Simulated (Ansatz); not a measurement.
Cd (hcp, Mg type)

```
Cd
1.0
    2.94579     0.00000     0.00000
   -1.47289     2.55113     0.00000
    0.00000     0.00000     5.60304
Cd
2
Direct
  0.33333   0.66667   0.75000
  0.66667   0.33333   0.25000
```

The slice is a (-1 1 0 2) plane (indices of the conventional cell) through the point (0.667, 0.333, 0.250) (fractional), spanned by u = [110] and v = [1 -1 1] in vectors of this cell: u (2.95 Å) and v (7.58 Å, at 90° to u). It covers one period; positions are fractions (u, v).

Computed with PBEsol (plane waves to 420 eV, PAW, scalar-relativistic; Ansatz, an electronic-structure program). k mesh 18×18×9. These are valence fields of a PAW run, semicore shells included where kept as valence: close to a nucleus they are smooth pseudo fields. Cd was relaxed with its symmetry unable to fall.

Three fields on this plane, each scaled to ten steps between its own extremes (0 low, 9 high; the total valence density on a logarithmic scale, the potential cut 8 eV below its top; x marks points blanked near nuclei; v = 0 in the bottom row):

Map A
```
|xxxx42424xxx|
|xxxx23432xxx|
|xxx4134314xx|
|xx312343213x|
|111222322211|
|112211111221|
|111110001111|
|111000000011|
|000111111100|
|321112221112|
|xx411343114x|
|xxx3145413xx|
|xxxx14641xxx|
|xxxx15751xxx|
|xxx3269623xx|
|xxx2389832xx|
|332258985223|
|223456665432|
|444443334444|
|444332223344|
|322221112222|
|111111111111|
|000110001100|
|000011111000|
|001122222110|
|112234443221|
|111246764211|
|xx313676313x|
|xxx3157513xx|
|xxxx23632xxx|
|xxxx32523xxx|
|xxxxx242xxxx|
```

Map B
```
|xxxx96469xxx|
|xxxx85458xxx|
|xxx9533359xx|
|xx863222368x|
|654321112345|
|332110001123|
|221100000112|
|222100000122|
|543210001234|
|886421112468|
|xx964222469x|
|xxx9533359xx|
|xxxx64346xxx|
|xxxx64346xxx|
|xxx9644469xx|
|xxx7544457xx|
|997544444579|
|655444444455|
|333344444333|
|222344544322|
|111234543211|
|001234443210|
|000123332100|
|000122222100|
|011112221111|
|222211111222|
|654322222345|
|xx864323468x|
|xxx9643469xx|
|xxxx85458xxx|
|xxxx96469xxx|
|xxxxx656xxxx|
```

Map C
```
|xxxx04640xxx|
|xxxx05650xxx|
|xxx0367630xx|
|xx036888630x|
|235689998653|
|677899999877|
|888999999988|
|778899999887|
|456789998765|
|002578987520|
|xx015787510x|
|xxx0478740xx|
|xxxx26762xxx|
|xxxx26762xxx|
|xxx0367630xx|
|xxx0577750xx|
|000467776400|
|345667776654|
|777766666777|
|888765556788|
|998765456789|
|998765556789|
|999876667899|
|999887778899|
|999888888899|
|777888888877|
|335688988653|
|xx036888630x|
|xxx0377730xx|
|xxxx05650xxx|
|xxxx04640xxx|
|xxxxx353xxxx|
```

Question: Assign the maps to these fields: electron localisation function (ELF); valence electron density; electrostatic potential energy of an electron, from the cell's mean.

Answer: A is the electron localisation function (ELF); B is the valence electron density; C is the electrostatic potential energy of an electron, from the cell's mean.
